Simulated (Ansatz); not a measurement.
**Zone-centre phonons of PbC at 0.6 GPa: input and output**

These are results of DFT LDA, scalar-relativistic, plane waves, PAW (Ansatz 0.2.0), not measurements.

Launched with:
```bash
ansatz run input.yaml --threads 1 --pin off --max-ram 1228MiB --backend cpu --events-out ev --progress --plain --runs-dir out
```

Input (bare energies are in eV):
```yaml
crystal:
  lattice:
    - [3.1815, 0.0, 0.0]
    - [0.0, 3.1815, 0.0]
    - [0.0, 0.0, 3.1815]
  atoms:
    - { symbol: C, position: [0.0, 0.0, 0.0] }
    - { symbol: Pb, position: [0.5, 0.5, 0.5] }
basis:
  ecutwfc: 420
kpoints:
  mp_grid: { grid: [14, 14, 14] }
hamiltonian:
  xc: lda
scf:
  occupations: { method: fermi_dirac, width: 0.15 }
output:
  eigenvalues: true
phonons:
  method: dfpt
  eigenvectors: true
```

The end of the output:
```
--- Phonons (Γ-DFPT): 2 representative perturbations + reference, on 288 of 2744 k-points (Σ response iterations 7) ---
  k mesh reduced under 8 symmetry operations, with k and −k counted as one. Each operation leaves every solved perturbation unchanged. A smaller set is not used because it would not reduce the number of displacements ...
  ASR residual: 4.261e-4 → 0.000e0 eV/Å²; symmetrization residual: 1.659e-6 eV/Å²
  ASR residual per site (eV/Å²): 4.26e-4 9.07e-6
  Γ frequencies (cm⁻¹): -82.49 -82.49 -82.49 0.00 0.00 0.00
  non-analytic LO–TO correction: not included (Born effective charges unavailable; polar crystals: no LO–TO splitting at Γ)
```

The run took 37 s on 1 thread of AMD EPYC 7R43 64-Core Processor (Zen 3) (shared host), peak memory 0.7 GiB.

Its imaginary modes show that this cell, the ideal cubic caesium chloride prototype, isn't a minimum of the energy. In a metal, frequencies and elastic constants depend on the k mesh and the smearing, soft modes and shear constants most. Spin–orbit coupling is left out, which can shift energies with elements as heavy as these.

Negative frequencies stand for imaginary ones: the cell is unstable against these modes.